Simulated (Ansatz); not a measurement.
A calculation with the code Ansatz. Plane-wave DFT: natural occupations of the f shells on orthogonalised atomic orbitals at the end of the run, rising, by spin; atoms or cell relaxed as the task says.

```
cell
1.0
     2.7329    4.7334   -2.9935
     2.7329   -4.7334   -2.9935
    -5.4657    0.0000   -2.9935
Gd B Ru
3 6 9
Direct
  0.0000 0.0000 0.0000
  0.6667 0.6667 0.6667
  0.3333 0.3333 0.3333
  0.0000 0.3333 0.6667
  0.6667 0.0000 0.3333
  0.3333 0.6667 0.0000
  0.0000 0.6667 0.3333
  0.6667 0.3333 0.0000
  0.3333 0.0000 0.6667
  0.6667 0.6667 0.1667
  0.3333 0.3333 0.8333
  0.0000 0.0000 0.5000
  0.8333 0.3333 0.3333
  0.5000 0.0000 0.0000
  0.1667 0.6667 0.6667
  0.0000 0.5000 0.0000
  0.6667 0.1667 0.6667
  0.3333 0.8333 0.3333
```

Starting moments (μB): Gd number 1 7.65, Gd number 2 7.65, Gd number 3 7.65; others 0.

cell charge: 0 e
spin: collinear
scf start: atoms
lower state search: off
functional: PBEsol
wave cutoff: 420 eV
k mesh: 4, 4, 4
k shift: 0.5, 0.5, 0.5 mesh steps
gaussian smearing: 0.05 eV
task: single point

How are the f shells occupied at the end?



```json
{"shell atom": "1", "shell element": "Gd", "shell spin": "up", "shell occupation 1 (e)": "1", "shell occupation 2 (e)": "1", "shell occupation 3 (e)": "1", "shell occupation 4 (e)": "1", "shell occupation 5 (e)": "1", "shell occupation 6 (e)": "1", "shell occupation 7 (e)": "1"}
{"shell atom": "1", "shell element": "Gd", "shell spin": "down", "shell occupation 1 (e)": "0.01", "shell occupation 2 (e)": "0.02", "shell occupation 3 (e)": "0.02", "shell occupation 4 (e)": "0.02", "shell occupation 5 (e)": "0.03", "shell occupation 6 (e)": "0.03", "shell occupation 7 (e)": "0.03"}
{"shell atom": "2", "shell element": "Gd", "shell spin": "up", "shell occupation 1 (e)": "1", "shell occupation 2 (e)": "1", "shell occupation 3 (e)": "1", "shell occupation 4 (e)": "1", "shell occupation 5 (e)": "1", "shell occupation 6 (e)": "1", "shell occupation 7 (e)": "1"}
{"shell atom": "2", "shell element": "Gd", "shell spin": "down", "shell occupation 1 (e)": "0.01", "shell occupation 2 (e)": "0.02", "shell occupation 3 (e)": "0.02", "shell occupation 4 (e)": "0.02", "shell occupation 5 (e)": "0.03", "shell occupation 6 (e)": "0.03", "shell occupation 7 (e)": "0.03"}
{"shell atom": "3", "shell element": "Gd", "shell spin": "up", "shell occupation 1 (e)": "1", "shell occupation 2 (e)": "1", "shell occupation 3 (e)": "1", "shell occupation 4 (e)": "1", "shell occupation 5 (e)": "1", "shell occupation 6 (e)": "1", "shell occupation 7 (e)": "1"}
{"shell atom": "3", "shell element": "Gd", "shell spin": "down", "shell occupation 1 (e)": "0.01", "shell occupation 2 (e)": "0.02", "shell occupation 3 (e)": "0.02", "shell occupation 4 (e)": "0.02", "shell occupation 5 (e)": "0.03", "shell occupation 6 (e)": "0.03", "shell occupation 7 (e)": "0.03"}
```

Caveats: Gd without a U keeps its half-filled shell, but its 4f levels lie too near the Fermi level; occupations loosely converged; open f or d shells may hold a state above the lowest.
